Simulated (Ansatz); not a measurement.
# Tl$_{4}$BrCl$_{3}$: input, output and frames of a trajectory

Method: Ansatz 0.2.0, DFT PBEsol, scalar-relativistic, plane waves, PAW. Cutoff 420 eV, shifted (0.5, 0.5, 0.0 steps) 2×2×1 k-points, Fermi–Dirac smearing of 0.16 eV. The mesh is coarse. Spin–orbit coupling is left out, which can shift energies with elements as heavy as these. No spin polarisation.

16 atoms, starting at 1.06 times the perfect crystal's volume (space group Pmmm, the cell as given, not relaxed at this level); Langevin thermostat at 1800 K (friction 0.02 fs⁻¹), fixed cell; 71 steps of 3 fs. The run is short and not equilibrated.

The calculation finished and met its thresholds.

It took 100 s on 4 threads of Intel(R) Xeon(R) 6975P-C (Granite Rapids), with other jobs on the host, peak memory 0.93 GiB.

Command:
```bash
ansatz run input.yaml --threads 4 --pin off --max-ram 5120MiB --backend cpu --events-out ev --progress --plain --runs-dir out
```

Input:
```yaml
crystal:
  lattice:
    - [4.0214549329, -5.6843394458, 0.0]
    - [4.0214549329, 5.6843394458, 0.0]
    - [0.0, 0.0, 11.3570104424]
  atoms:
    - { symbol: Tl, position: [0.0, 0.0, 0.5] }
    - { symbol: Tl, position: [0.5, 0.5, 0.5] }
    - { symbol: Tl, position: [0.75, 0.25, 0.74572] }
    - { symbol: Tl, position: [0.25, 0.75, 0.74572] }
    - { symbol: Tl, position: [0.0, 0.0, 0.0] }
    - { symbol: Tl, position: [0.5, 0.5, 0.0] }
    - { symbol: Tl, position: [0.75, 0.25, 0.25428] }
    - { symbol: Tl, position: [0.25, 0.75, 0.25428] }
    - { symbol: Br, position: [0.0, 0.5, 0.0] }
    - { symbol: Br, position: [0.5, 0.0, 0.0] }
    - { symbol: Cl, position: [0.25, 0.25, 0.250924] }
    - { symbol: Cl, position: [0.75, 0.75, 0.250924] }
    - { symbol: Cl, position: [0.0, 0.5, 0.5] }
    - { symbol: Cl, position: [0.5, 0.0, 0.5] }
    - { symbol: Cl, position: [0.25, 0.25, 0.749076] }
    - { symbol: Cl, position: [0.75, 0.75, 0.749076] }
basis:
  ecutwfc: 420
kpoints:
  mp_grid: { grid: [2, 2, 1], shift: [0.5, 0.5, 0.0] }
hamiltonian:
  xc: pbesol
scf:
  occupations: { method: fermi_dirac, width: 0.1551 }
  lower_state_search: "off"
  convergence: { dr2_threshold: 1.0e-07 }
output:
  forces: true
  stress: true
md:
  timestep: 3.0
  n_steps: 71
  ensemble: nvt_langevin
  temperature: 1800.0
  initial_velocities: maxwell_boltzmann
  seed: 82486
  friction: 0.02
```

Output (its end):
```
...
SCF converged after 7 iterations
Free energy (F): -102214.637005 eV
Harris-Foulkes:  -102214.637005 eV  (|F-HF|=1.70e-8)
Internal energy: -102214.632171 eV  (E = F + TS)
E sigma→0 (E₀):  -102214.634588 eV
Entropy (-TS):   -0.004835 eV (-0.302 meV/atom)
Fermi energy:    5.149456 eV
--- Per-component energies (eV) ---
  E_band       = -517.687576
  E_kinetic    = 3882.455787
  E_local      = -10995.380665  (includes V_loc(G=0)·N_el)
  E_nonlocal   = 2874.411256
  E_hartree    = 3980.468229
  E_xc         = -2988.373143
  E_vxc        = -2069.595781  (∫ρ·V_xc dr)
  E_paw        = -88380.256746  (= ΣΔE_a)
  E_vpaw       = -2170.515491  (= ΣTr[D̂ρ^β])
  E_aug_tail   = 0.000834  (compensation charges beyond the density's cutoff)
  E_ewald      = -10588.918976
  E_core_change = 0.961254  (= ΣΔE_core)
  E_smearing   = -0.004835  (= −TS)
  E_closure    = 0.000000  (closes the sum)
  Σ components = -102214.637005   (vs F -102214.637005, Δ=0.00e0)
--- Forces (eV/Å), atoms counted from 1 ---
  atom   1  Tl     0.58681514     0.69755251    -0.30916884
  atom   2  Tl    -0.11508141     0.13246506     0.01355126
  atom   3  Tl    -0.47059556     0.00343286    -0.08109529
  atom   4  Tl     1.40760565    -0.96507387     1.20081806
  atom   5  Tl     0.36954272    -0.03529516     0.41574672
  atom   6  Tl    -0.40138751     0.15974892     0.36354410
  atom   7  Tl     0.07290277    -0.28068666     0.08827470
  atom   8  Tl    -0.49970511    -0.29227269     0.31929420
  atom   9  Br    -0.14516936     0.27918303    -0.30810121
  atom  10  Br     0.72705746    -0.05236249    -1.06956651
  atom  11  Cl     0.15195930     0.06127568     0.62341859
  atom  12  Cl    -0.33699802    -0.09636125     0.08804217
  atom  13  Cl    -1.26383623    -0.34591612    -1.25511769
  atom  14  Cl     0.18058874    -0.14772033    -0.29695636
  atom  15  Cl     0.05040072     0.10781900     0.17003943
  atom  16  Cl    -0.31412057     0.77419131     0.03725497
  max |Σ_I F_I| component: 2.17e-5 eV/Å
--- Stress (GPa, compression-positive) ---
       -0.165969       0.429225      -0.407544
        0.429225      -0.760888       0.109067
       -0.407544       0.109067       1.693193
  P = ⅓ Tr σ = 0.2554 GPa (2.554 kbar)
--- MD trajectory: 71 steps, t = 0.0 → 213.0 fs ---
  final state: T = 1884.9 K   F+E_penalty+E_count = -102214.63700548 eV   E_kin = 3.898171 eV
```

Frames along the run (Å, eV/Å; dE is the potential energy from the first frame):

```xyz
16
Lattice="4.021 -5.684 0.000 4.021 5.684 0.000 0.000 0.000 11.357" Properties=species:S:1:pos:R:3:forces:R:3 pbc="T T T" time_fs=0.00 dE_eV=0.0000 T_K=1688
Tl    0.000    0.000    5.679    0.000    0.000    0.000
Tl    4.021    0.000    5.679    0.000    0.000    0.000
Tl    4.021   -2.842    8.469    0.000    0.000   -0.042
Tl    4.021    2.842    8.469    0.000    0.000   -0.042
Tl    0.000    0.000    0.000    0.000    0.000    0.000
Tl    4.021    0.000    0.000    0.000    0.000    0.000
Tl    4.021   -2.842    2.888    0.000    0.000    0.042
Tl    4.021    2.842    2.888    0.000    0.000    0.042
Br    2.011    2.842    0.000    0.000    0.000    0.000
Br    2.011   -2.842    0.000    0.000    0.000    0.000
Cl    2.011    0.000    2.850    0.000    0.000    0.041
Cl    6.032    0.000    2.850    0.000    0.000    0.041
Cl    2.011    2.842    5.679    0.000    0.000    0.000
Cl    2.011   -2.842    5.679    0.000    0.000    0.000
Cl    2.011    0.000    8.507    0.000    0.000   -0.041
Cl    6.032    0.000    8.507    0.000    0.000   -0.041
16
Lattice="4.021 -5.684 0.000 4.021 5.684 0.000 0.000 0.000 11.357" Properties=species:S:1:pos:R:3:forces:R:3 pbc="T T T" time_fs=15.00 dE_eV=0.0283 T_K=1661
Tl   -0.022   -0.018    5.721    0.040    0.049   -0.039
Tl    4.056   -0.003    5.670   -0.011    0.047    0.056
Tl    4.026   -2.861    8.476    0.014    0.080   -0.070
Tl    3.986    2.856    8.454    0.013    0.019   -0.056
Tl   -0.006    0.030   -0.014   -0.023   -0.004    0.020
Tl    4.030   -0.024   -0.012    0.049    0.021   -0.071
Tl    3.979   -2.789    2.941   -0.065   -0.144    0.080
Tl    4.004    2.842    2.890    0.037   -0.041    0.057
Br    2.140    2.872   -0.127   -0.106   -0.049    0.119
Br    2.011   -2.908   -0.004    0.043    0.054    0.016
Cl    1.962    0.093    2.984    0.054   -0.017   -0.015
Cl    6.174    0.230    2.829   -0.047   -0.058   -0.020
Cl    1.925    2.819    5.738   -0.011    0.036   -0.031
Cl    1.943   -3.009    5.641    0.022    0.007   -0.027
Cl    2.012   -0.091    8.395   -0.014   -0.013    0.006
Cl    5.920   -0.124    8.574    0.002    0.011   -0.026
16
Lattice="4.021 -5.684 0.000 4.021 5.684 0.000 0.000 0.000 11.357" Properties=species:S:1:pos:R:3:forces:R:3 pbc="T T T" time_fs=33.00 dE_eV=0.1432 T_K=1600
Tl   -0.043   -0.009    5.713    0.067    0.077    0.002
Tl    4.075   -0.039    5.633   -0.036    0.042    0.151
Tl    4.023   -2.868    8.473   -0.027    0.140   -0.104
Tl    3.921    2.858    8.486    0.122    0.070   -0.235
Tl   -0.052    0.113   -0.008    0.014   -0.027    0.016
Tl    4.066   -0.015   -0.035    0.041    0.014   -0.141
Tl    3.903   -2.760    2.983   -0.063   -0.222    0.122
Tl    3.978    2.860    2.924    0.023   -0.030    0.054
Br    2.292    2.795   -0.247   -0.307   -0.091    0.374
Br    1.973   -2.921    0.024    0.125    0.041    0.057
Cl    1.854    0.181    3.122    0.140   -0.042   -0.098
Cl    6.305    0.303    2.808   -0.133   -0.141   -0.094
Cl    1.820    2.786    5.816   -0.024    0.030   -0.088
Cl    1.901   -3.231    5.635    0.056    0.091   -0.098
Cl    2.016   -0.277    8.336    0.018   -0.003    0.033
Cl    5.856   -0.278    8.589   -0.017    0.051    0.049
16
Lattice="4.021 -5.684 0.000 4.021 5.684 0.000 0.000 0.000 11.357" Properties=species:S:1:pos:R:3:forces:R:3 pbc="T T T" time_fs=48.00 dE_eV=0.3365 T_K=2103
Tl   -0.048   -0.010    5.707    0.034    0.053    0.090
Tl    4.083   -0.094    5.601   -0.008    0.044    0.203
Tl    3.981   -2.828    8.468   -0.084    0.096   -0.133
Tl    3.864    2.823    8.543    0.306    0.119   -0.588
Tl   -0.077    0.214   -0.012    0.039   -0.058    0.007
Tl    4.064    0.020   -0.056    0.061   -0.055   -0.153
Tl    3.840   -2.742    3.004   -0.038   -0.274    0.177
Tl    3.934    2.905    2.962   -0.016    0.033    0.073
Br    2.340    2.683   -0.352   -0.506   -0.086    0.739
Br    1.955   -2.917    0.065    0.125    0.027    0.063
Cl    1.701    0.257    3.229    0.380   -0.057   -0.211
Cl    6.435    0.274    2.769   -0.323   -0.211   -0.109
Cl    1.755    2.857    5.800    0.019    0.034   -0.121
Cl    2.000   -3.319    5.620   -0.024    0.146   -0.169
Cl    2.001   -0.445    8.362    0.083    0.063    0.020
Cl    5.829   -0.386    8.568   -0.049    0.126    0.112
16
Lattice="4.021 -5.684 0.000 4.021 5.684 0.000 0.000 0.000 11.357" Properties=species:S:1:pos:R:3:forces:R:3 pbc="T T T" time_fs=66.00 dE_eV=0.6292 T_K=2039
Tl   -0.052    0.028    5.669    0.056   -0.110    0.227
Tl    4.083   -0.183    5.567    0.006    0.094    0.212
Tl    3.913   -2.757    8.473   -0.032   -0.382   -0.108
Tl    3.780    2.785    8.610    0.482    0.170   -0.988
Tl   -0.106    0.328   -0.083    0.042   -0.140    0.028
Tl    4.079    0.012   -0.088    0.126   -0.219   -0.033
Tl    3.724   -2.735    3.041    0.128   -0.277    0.068
Tl    3.930    2.967    3.029   -0.152    0.054    0.048
Br    2.346    2.494   -0.392   -0.680    0.010    1.057
Br    1.989   -2.937    0.116   -0.002    0.050    0.039
Cl    1.656    0.424    3.375    0.556   -0.049   -0.357
Cl    6.526    0.094    2.717   -0.362   -0.224   -0.110
Cl    1.683    2.983    5.806    0.145    0.005   -0.142
Cl    2.194   -3.379    5.502   -0.333    0.283   -0.070
Cl    2.080   -0.667    8.371   -0.153    0.378   -0.025
Cl    5.679   -0.514    8.600    0.173    0.357    0.154
16
Lattice="4.021 -5.684 0.000 4.021 5.684 0.000 0.000 0.000 11.357" Properties=species:S:1:pos:R:3:forces:R:3 pbc="T T T" time_fs=81.00 dE_eV=1.0938 T_K=1927
Tl   -0.029    0.077    5.675    0.157   -0.324    0.305
Tl    4.101   -0.229    5.566   -0.090    0.311    0.149
Tl    3.886   -2.714    8.458    0.276   -1.477    0.038
Tl    3.727    2.764    8.640    0.439    0.185   -0.990
Tl   -0.132    0.404   -0.131    0.038   -0.155    0.040
Tl    4.115   -0.015   -0.105    0.133   -0.268    0.108
Tl    3.640   -2.730    3.074    0.329   -0.192   -0.172
Tl    3.941    3.015    3.051   -0.167   -0.013   -0.006
Br    2.344    2.409   -0.349   -0.648    0.062    1.016
Br    1.960   -2.915    0.168   -0.038    0.034    0.007
Cl    1.603    0.475    3.401    0.629    0.020   -0.370
Cl    6.575   -0.119    2.708   -0.479   -0.081   -0.146
Cl    1.584    3.099    5.862    0.377   -0.255   -0.219
Cl    2.307   -3.410    5.451   -0.679    0.350    0.106
Cl    2.179   -0.823    8.295   -0.859    1.053   -0.088
Cl    5.543   -0.592    8.594    0.584    0.751    0.223
16
Lattice="4.021 -5.684 0.000 4.021 5.684 0.000 0.000 0.000 11.357" Properties=species:S:1:pos:R:3:forces:R:3 pbc="T T T" time_fs=99.00 dE_eV=1.8003 T_K=1438
Tl    0.037    0.177    5.669    0.009   -0.758    1.014
Tl    4.182   -0.263    5.621   -0.360    0.757   -0.019
Tl    3.875   -2.691    8.421    0.236   -2.156    0.210
Tl    3.654    2.798    8.671    0.487    0.239   -1.094
Tl   -0.160    0.466   -0.132   -0.014   -0.113    0.043
Tl    4.176   -0.042   -0.127    0.165   -0.360    0.246
Tl    3.576   -2.696    3.087    0.489    0.002   -0.480
Tl    3.923    3.071    3.103   -0.090   -0.160    0.015
Br    2.380    2.287   -0.303   -0.809    0.137    1.033
Br    1.873   -2.855    0.293    0.077   -0.003   -0.105
Cl    1.459    0.475    3.502    1.017    0.161   -0.981
Cl    6.506   -0.267    2.707   -0.586    0.103   -0.218
Cl    1.632    3.257    5.977    0.640   -0.865   -0.352
Cl    2.394   -3.419    5.400   -1.010    0.551    0.355
Cl    2.189   -0.868    8.227   -1.193    1.274   -0.093
Cl    5.434   -0.614    8.570    0.942    1.189    0.424
16
Lattice="4.021 -5.684 0.000 4.021 5.684 0.000 0.000 0.000 11.357" Properties=species:S:1:pos:R:3:forces:R:3 pbc="T T T" time_fs=114.00 dE_eV=2.0896 T_K=1798
Tl    0.085    0.258    5.659    0.441   -1.228    0.992
Tl    4.227   -0.270    5.650   -0.579    1.006   -0.172
Tl    3.872   -2.733    8.399   -0.060   -1.527    0.159
Tl    3.623    2.851    8.673    0.428    0.231   -0.950
Tl   -0.149    0.496   -0.145   -0.048   -0.077    0.156
Tl    4.220   -0.062   -0.143    0.259   -0.509    0.369
Tl    3.557   -2.697    3.060    0.692    0.304   -0.870
Tl    3.895    3.101    3.141    0.000   -0.404    0.084
Br    2.449    2.178   -0.237   -0.988    0.293    0.776
Br    1.766   -2.776    0.418    0.228   -0.059   -0.322
Cl    1.376    0.631    3.412    1.049    0.196   -0.936
Cl    6.497   -0.332    2.784   -0.777    0.271   -0.318
Cl    1.685    3.336    5.990    0.781   -1.197   -0.259
Cl    2.498   -3.447    5.318   -1.545    0.838    0.798
Cl    2.136   -0.850    8.163   -0.698    0.754    0.035
Cl    5.431   -0.623    8.564    0.815    1.107    0.457
16
Lattice="4.021 -5.684 0.000 4.021 5.684 0.000 0.000 0.000 11.357" Properties=species:S:1:pos:R:3:forces:R:3 pbc="T T T" time_fs=132.00 dE_eV=1.9184 T_K=2053
Tl    0.132    0.313    5.636    0.469   -0.963    0.694
Tl    4.301   -0.264    5.685   -0.596    0.899   -0.198
Tl    3.915   -2.799    8.365   -0.164   -0.391   -0.041
Tl    3.584    2.935    8.627    0.344    0.115   -0.588
Tl   -0.140    0.524   -0.164    0.044   -0.120    0.267
Tl    4.270   -0.112   -0.143    0.126   -0.389    0.410
Tl    3.519   -2.700    3.025    0.732    0.506   -1.057
Tl    3.821    3.140    3.185    0.425   -1.170    0.234
Br    2.466    2.123   -0.154   -0.961    0.253    0.328
Br    1.591   -2.644    0.539    0.443   -0.030   -0.528
Cl    1.366    0.763    3.319    0.833    0.064   -0.718
Cl    6.483   -0.431    2.893   -1.153    1.058   -0.442
Cl    1.905    3.413    5.886    0.516   -1.071    0.080
Cl    2.476   -3.382    5.277   -1.312    0.577    1.173
Cl    2.010   -0.830    8.188   -0.081    0.172    0.184
Cl    5.499   -0.487    8.575    0.335    0.491    0.202
16
Lattice="4.021 -5.684 0.000 4.021 5.684 0.000 0.000 0.000 11.357" Properties=species:S:1:pos:R:3:forces:R:3 pbc="T T T" time_fs=147.00 dE_eV=1.5412 T_K=2187
Tl    0.141    0.317    5.588    0.252   -0.465    0.437
Tl    4.298   -0.234    5.672   -0.318    0.509   -0.157
Tl    3.991   -2.826    8.347   -0.260   -0.036   -0.113
Tl    3.547    2.959    8.555    0.337    0.027   -0.193
Tl   -0.132    0.506   -0.187    0.029   -0.243    0.305
Tl    4.322   -0.172   -0.120   -0.093   -0.116    0.430
Tl    3.505   -2.672    2.984    0.584    0.446   -0.837
Tl    3.743    3.161    3.237    0.489   -1.239    0.154
Br    2.354    2.093   -0.074   -0.487    0.214   -0.039
Br    1.496   -2.558    0.633    0.403   -0.002   -0.608
Cl    1.394    0.852    3.242    0.605   -0.073   -0.435
Cl    6.416   -0.404    2.870   -1.048    1.154   -0.404
Cl    2.135    3.494    5.872    0.033   -0.683    0.185
Cl    2.386   -3.272    5.282   -0.748    0.224    1.076
Cl    1.931   -0.844    8.198    0.089    0.032    0.179
Cl    5.571   -0.373    8.608    0.131    0.251    0.020
16
Lattice="4.021 -5.684 0.000 4.021 5.684 0.000 0.000 0.000 11.357" Properties=species:S:1:pos:R:3:forces:R:3 pbc="T T T" time_fs=165.00 dE_eV=1.3818 T_K=1774
Tl    0.137    0.281    5.565    0.114    0.080   -0.063
Tl    4.237   -0.174    5.673    0.022    0.166   -0.127
Tl    4.019   -2.838    8.311   -0.335    0.094   -0.106
Tl    3.479    2.984    8.435    0.756   -0.277    0.465
Tl   -0.133    0.461   -0.194    0.069   -0.324    0.383
Tl    4.369   -0.215   -0.104   -0.214    0.063    0.374
Tl    3.520   -2.612    2.917    0.351    0.177   -0.278
Tl    3.734    3.126    3.278    0.083   -0.790   -0.034
Br    2.246    2.113   -0.029   -0.211    0.240   -0.314
Br    1.383   -2.440    0.751    0.482    0.040   -0.683
Cl    1.446    0.891    3.055    0.303   -0.193    0.210
Cl    6.389   -0.302    2.859   -0.747    0.662   -0.134
Cl    2.377    3.499    5.980   -0.671   -0.237   -0.389
Cl    2.185   -3.077    5.331    0.002   -0.062    0.621
Cl    1.880   -0.782    8.197    0.203    0.051    0.126
Cl    5.796   -0.377    8.673   -0.206    0.310   -0.050
16
Lattice="4.021 -5.684 0.000 4.021 5.684 0.000 0.000 0.000 11.357" Properties=species:S:1:pos:R:3:forces:R:3 pbc="T T T" time_fs=180.00 dE_eV=1.7575 T_K=1421
Tl    0.129    0.258    5.556    0.215    0.255   -0.301
Tl    4.188   -0.111    5.644    0.041    0.091   -0.108
Tl    4.019   -2.872    8.271   -0.398    0.129   -0.045
Tl    3.411    3.011    8.351    1.275   -0.671    1.353
Tl   -0.175    0.406   -0.205    0.260   -0.229    0.486
Tl    4.412   -0.239   -0.065   -0.359    0.100    0.528
Tl    3.509   -2.599    2.915    0.310    0.049   -0.219
Tl    3.733    3.068    3.298   -0.292   -0.324   -0.149
Br    2.213    2.109   -0.069   -0.238    0.255   -0.477
Br    1.299   -2.358    0.848    0.549    0.053   -0.760
Cl    1.464    0.897    2.864    0.264   -0.199    0.612
Cl    6.383   -0.091    2.804   -0.491    0.111    0.091
Cl    2.498    3.569    6.033   -1.174    0.033   -1.248
Cl    2.128   -2.976    5.393    0.105   -0.105    0.463
Cl    1.874   -0.729    8.157    0.195    0.056    0.089
Cl    5.787   -0.429    8.786   -0.263    0.397   -0.316
16
Lattice="4.021 -5.684 0.000 4.021 5.684 0.000 0.000 0.000 11.357" Properties=species:S:1:pos:R:3:forces:R:3 pbc="T T T" time_fs=198.00 dE_eV=1.9794 T_K=1367
Tl    0.102    0.274    5.568    0.375    0.414   -0.356
Tl    4.170   -0.073    5.603   -0.024    0.097   -0.046
Tl    3.979   -2.885    8.276   -0.406    0.147   -0.024
Tl    3.392    3.030    8.289    1.476   -0.886    1.849
Tl   -0.214    0.331   -0.155    0.395   -0.109    0.468
Tl    4.459   -0.262    0.009   -0.489    0.123    0.588
Tl    3.537   -2.548    2.926    0.163   -0.136   -0.034
Tl    3.721    3.026    3.275   -0.451   -0.248    0.118
Br    2.171    2.099   -0.141   -0.226    0.279   -0.482
Br    1.241   -2.316    0.936    0.678    0.027   -0.919
Cl    1.477    0.851    2.744    0.185   -0.099    0.727
Cl    6.318    0.096    2.803   -0.387   -0.058    0.187
Cl    2.513    3.707    6.066   -1.425    0.136   -1.755
Cl    2.088   -2.888    5.570    0.190   -0.152    0.022
Cl    1.958   -0.636    8.132    0.092    0.087    0.101
Cl    5.703   -0.472    8.878   -0.147    0.380   -0.443
16
Lattice="4.021 -5.684 0.000 4.021 5.684 0.000 0.000 0.000 11.357" Properties=species:S:1:pos:R:3:forces:R:3 pbc="T T T" time_fs=213.00 dE_eV=1.9273 T_K=1885
Tl    0.073    0.263    5.582    0.587    0.698   -0.309
Tl    4.121   -0.076    5.566   -0.115    0.132    0.014
Tl    3.944   -2.852    8.316   -0.471    0.003   -0.081
Tl    3.407    3.051    8.305    1.408   -0.965    1.201
Tl   -0.231    0.278   -0.069    0.370   -0.035    0.416
Tl    4.470   -0.332    0.075   -0.401    0.160    0.364
Tl    3.597   -2.505    2.934    0.073   -0.281    0.088
Tl    3.733    3.018    3.266   -0.500   -0.292    0.319
Br    2.146    2.036   -0.195   -0.145    0.279   -0.308
Br    1.251   -2.290    0.980    0.727   -0.052   -1.070
Cl    1.445    0.711    2.720    0.152    0.061    0.623
Cl    6.194    0.218    2.886   -0.337   -0.096    0.088
Cl    2.481    3.835    6.044   -1.264   -0.346   -1.255
Cl    2.122   -2.807    5.709    0.181   -0.148   -0.297
Cl    2.021   -0.473    8.075    0.050    0.108    0.170
Cl    5.689   -0.602    8.847   -0.314    0.774    0.037
```